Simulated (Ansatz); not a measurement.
Molecular dynamics on a 2×2×1 supercell (16 atoms) of MgCAs2 (ordering on zincblende), relaxed with r2SCAN. Forces come from PBE in the PAW code Ansatz: constant energy and volume (NVE), velocities drawn at 800 K, steps of 3 fs. Spin polarisation is off, nuclei are classical, and the run is far too short for thermal averages. The structure comes from a prototype and may be hypothetical.

```yaml
crystal:
  lattice:
    - [6.1029189738, 0.0, 0.0]
    - [0.0, 6.1029189738, 0.0]
    - [0.0, 0.0, 7.8321635374]
  atoms:
    - { symbol: Mg, position: [0.0, 0.0, 0.0] }
    - { symbol: As, position: [0.0, 0.25, 0.337746669] }
    - { symbol: C, position: [0.25, 0.25, 0.5] }
    - { symbol: As, position: [0.25, 0.0, 0.662253331] }
    - { symbol: Mg, position: [0.0, 0.5, 0.0] }
    - { symbol: As, position: [0.0, 0.75, 0.337746669] }
    - { symbol: C, position: [0.25, 0.75, 0.5] }
    - { symbol: As, position: [0.25, 0.5, 0.662253331] }
    - { symbol: Mg, position: [0.5, 0.0, 0.0] }
    - { symbol: As, position: [0.5, 0.25, 0.337746669] }
    - { symbol: C, position: [0.75, 0.25, 0.5] }
    - { symbol: As, position: [0.75, 0.0, 0.662253331] }
    - { symbol: Mg, position: [0.5, 0.5, 0.0] }
    - { symbol: As, position: [0.5, 0.75, 0.337746669] }
    - { symbol: C, position: [0.75, 0.75, 0.5] }
    - { symbol: As, position: [0.75, 0.5, 0.662253331] }
kpoints:
  mp_grid: { grid: [2, 2, 2] }
hamiltonian:
  xc: pbe
scf:
  occupations: { method: fermi_dirac, width: 0.069 }
md:
  ensemble: nve
  temperature: 800
  timestep: 3.0
  n_steps: 20
  initial_velocities: maxwell_boltzmann
  seed: 421
```

Run as `ansatz run input.yaml --threads 4 --pin off --max-ram 3686MiB --backend cpu --events-out ev --progress --plain --runs-dir out`. Wall time 2.7 min on 4 threads of Intel(R) Xeon(R) Processor @ 2.50GHz (Skylake/Cascade Lake) (shared host); peak host memory 1.1 GiB.

```csv
step,t (fs),T (K),free energy F from step 0 (meV/atom),kinetic energy (meV/atom),largest force (eV/Å)
0,0,800,0.0,96.9,0.12
1,3,777,2.8,94.2,0.70
2,6,715,10.6,86.6,1.27
3,9,637,20.3,77.2,1.66
4,12,570,28.5,69.1,1.84
5,15,534,32.8,64.8,1.92
6,18,531,33.1,64.4,2.08
7,21,546,31.1,66.2,2.11
8,24,560,29.3,67.9,2.05
9,27,555,29.8,67.3,2.27
10,30,528,33.2,64.0,2.67
11,33,488,38.3,59.1,2.91
12,36,451,42.8,54.7,2.87
13,39,437,44.5,53.0,2.54
14,42,455,42.4,55.1,2.02
15,45,501,36.8,60.7,2.04
16,48,558,29.6,67.7,1.83
17,51,606,23.6,73.5,1.54
18,54,626,21.2,75.8,1.46
19,57,613,22.9,74.2,1.34
20,60,578,27.2,70.1,1.60
```

The temperature starts at 800 K, is lowest at step 13 (437 K, 39 fs) and ends at 578 K. The atoms start on their lattice sites with kinetic energy alone, so much of it first passes into potential energy. The conserved energy stays within 0.65 meV an atom. By the last step the atoms have moved 0.29 Å in the root mean square, the drift of the whole cell taken out, 0.58 Å at most.

Positions (Å) and forces (eV/Å) at step 20:
```
Mg  -0.237   0.322  -0.431     0.345   0.130   0.342
As   0.015   1.542   2.722     0.319  -1.060  -0.477
C    1.588   1.331   3.896     0.018   0.877   0.267
As   1.676  -0.145   5.234    -0.760   0.337  -0.095
Mg   0.377   3.346   0.141     0.008   0.033   0.128
As  -0.060   4.810   2.588    -0.041   0.241   0.613
C    1.518   4.548   3.850    -0.942  -0.198   0.423
As   1.329   2.943   5.071     0.888   0.232   0.089
Mg   2.874  -0.308  -0.055    -0.256  -0.061   0.207
As   3.170   1.296   2.655    -0.413   0.555   0.156
C    4.640   1.571   3.990    -0.715  -0.942   0.336
As   4.364  -0.027   5.279     0.551   0.750  -0.420
Mg   3.319   2.837  -0.186     0.024  -0.275  -0.036
As   3.053   4.782   2.697    -0.292  -0.612  -1.247
C    4.475   4.625   3.951     1.542  -0.147   0.388
As   4.684   3.098   5.251    -0.277   0.140  -0.675
```

Where bands overlap the cell is a metal at that level, and these k meshes limit energies, forces and stress. Overlaps of a few tenths of an eV in semilocal functionals can be an artefact that a hybrid or GW lifts.
